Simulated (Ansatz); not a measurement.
Cell and atoms are relaxed with the symmetry kept. Start:

```
CELL_PARAMETERS angstrom
-3.01617 3.01617 2.45592
3.01617 -3.01617 2.45592
3.01617 3.01617 -2.45592
ATOMIC_POSITIONS crystal
Ta 0.33917 0.16083 0.50000
Ta 0.16083 0.66083 0.82166
Ta 0.83917 0.33917 0.17834
Ta 0.66083 0.83917 0.50000
Be 0.75000 0.75000 0.00000
Be 0.25000 0.25000 0.00000
```

Method: Ansatz, DFT LDA, scalar-relativistic, plane waves, PAW.

Cutoff 420 eV; k points 10×10×10 on the computed 6-atom cell (Γ-centred); Gaussian smearing, width 0.10 eV; no spin polarisation.

Problem. What does it relax to?

Solution. The volume falls by 0.82 Å³/atom to 14.07 Å³/atom, and the energy falls by 28.6 meV/atom. Final structure:
```xyz
6
Lattice="-2.9739 2.9739 2.3865 2.9739 -2.9739 2.3865 2.9739 2.9739 -2.3865" Properties=species:S:1:pos:R:3 pbc="T T T"
Ta    0.9550    2.0190    0.0000
Ta    3.9289    0.9550    0.0000
Ta   -0.9550    2.0190    2.3865
Ta    2.0190    0.9550    2.3865
Be    0.0000    0.0000    3.5797
Be    0.0000    0.0000    1.1932
```

Course of the relaxation (steps run on the plane waves of an earlier cell, and the basis is chosen afresh near the end, so energy and pressure can step there; trial steps that raised the energy were taken back; energies are free energies):

```csv
step,E − E_final (meV/atom),largest force component (eV/Å),P (GPa),V (Å³/atom)
1,28.6,0.043,-10.39,14.89
2,48.5,0.283,16.68,13.12
3,0.4,0.010,-1.16,14.16
4,-0.1,0.027,-0.03,14.07
5,-0.1,0.043,0.03,14.07
6,-0.2,0.003,-0.01,14.07
7,-0.2,0.000,0.00,14.07
8,0.0,0.000,-0.01,14.07
```

Spin–orbit coupling is left out, which can shift energies with elements as heavy as these.